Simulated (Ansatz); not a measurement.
Given:

AlGaAs$_{2}$:
```
CELL_PARAMETERS angstrom
      4.01076     0.00000     0.00000
      0.00000     4.01076     0.00000
      0.00000     0.00000     5.65959
ATOMIC_POSITIONS crystal
  Ga 0.00000 0.00000 0.00000
  As 0.50000 0.00000 0.25024
  Al 0.50000 0.50000 0.50000
  As 0.00000 0.50000 0.74976
```

This is the PBEsol-relaxed structure. Tensor components refer to the Cartesian frame of this cell.

Q: All from PBEsol (plane waves, PAW; program Ansatz), unless another level is named. Give the hole effective mass, band 1 of 2 at the edge.

A: 3.3 along x, 0.41 along z (mₑ).

Q: Give the band gap.

A: 1.01 eV (direct).

Q: Next, the gap with spin–orbit coupling?

A: 0.91 eV.

Q: Next, the valence-band maximum?

A: at Γ.

Space group P-4m2. The start of the workflow was typed in or built on a structure type; neither database checked (COD, Materials Project) lists it. Whether it is the stable phase at ambient conditions was not checked. The cell was relaxed with PBEsol under the symmetry of its start; its stability against distortions is not shown here. Scalar-relativistic: spin–orbit coupling is off unless named, which matters more the heavier the elements.

Potentials: the earlier of the program's two PAW sets. The files were generated under PBE; for other functionals the program regenerates the frozen cores, and for LDA and PBEsol the local potential too.
